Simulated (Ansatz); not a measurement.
A (001) slab of relaxed bulk Ba (Im-3m, 57.70 Å³/atom, gap on the mesh 0.00 eV), 4 planes in a 6×1 cell with the lowest 2 held; added atoms sit on lattice sites of the next plane. A dipole correction is on. The surface energy is the mean of the held and the free face; step energies are per length and the mean of the stripe's two steps, which run along the shortest translation of the plane; step and island energies count from the flat slab and bulk atoms.

Method: Ansatz, DFT PBEsol, scalar-relativistic, plane waves, PAW.

Cutoff 420 eV, Gaussian smearing of 0.10 eV, energies at zero smearing, symmetry of each start kept, no spin polarisation.

```tsv
start	atoms	k mesh	surface energy (J/m²)	step energy (meV/Å)
flat slab	24	2×8×1	0.38	-
stripe of 2 atoms	26	2×8×1	-	24
stripe of 3 atoms	27	2×8×1	-	25
```

Zero in every row: gap on the mesh (eV).

Spin-orbit coupling is left out, which matters for the bands of heavy elements.

Small energy differences in metals hang on the k mesh (about 10 mJ/m² or 1 to 2 meV/atom on the mesh of the relaxation).

Cost: 3 runs of about 3.4 core-hours in all, on Arm Neoverse V1 (shared hosts).